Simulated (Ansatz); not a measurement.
# Fe, dhcp: geometry optimisation

Method: DFT, BLYP, plane waves (420 eV) with PAW, scalar-relativistic (Ansatz 0.2.0). The PAW files were generated under PBE, with cores re-solved for the functional.

k-point mesh 14×14×4, Fermi-Dirac smearing 0.05 eV, starting moments 2.50 ×4 μB. Cell and atoms relax.

Starting structure:

```cif
data_structure
_symmetry_space_group_name_H-M 'P 1'
_symmetry_Int_Tables_number 1
_cell_length_a 2.5538
_cell_length_b 2.5538
_cell_length_c 8.3406
_cell_angle_alpha 90.000
_cell_angle_beta 90.000
_cell_angle_gamma 120.000
_cell_volume 47.11
loop_
_atom_site_label
_atom_site_type_symbol
_atom_site_fract_x
_atom_site_fract_y
_atom_site_fract_z
_atom_site_occupancy
Fe1 Fe 0.00000 0.00000 0.00000 1
Fe2 Fe 0.00000 0.00000 0.50000 1
Fe3 Fe 0.33333 0.66667 0.25000 1
Fe4 Fe 0.66667 0.33333 0.75000 1
```

Problem. What cell does the relaxation end in?

Solution. P6_3/mmc (spin ignored) with a = 2.551 Å, c = 8.870 Å (c/a = 3.477); 12.50 Å³ per atom against 11.78 at the start (6.1 %).

Problem. How much energy does the relaxation gain?

Solution. 33.3 meV per atom.

Problem. Which magnetic state does it end in?

Solution. ferromagnetic, net 2.54 μB per atom; moments 2.58 ×2, 2.57 ×2 μB.
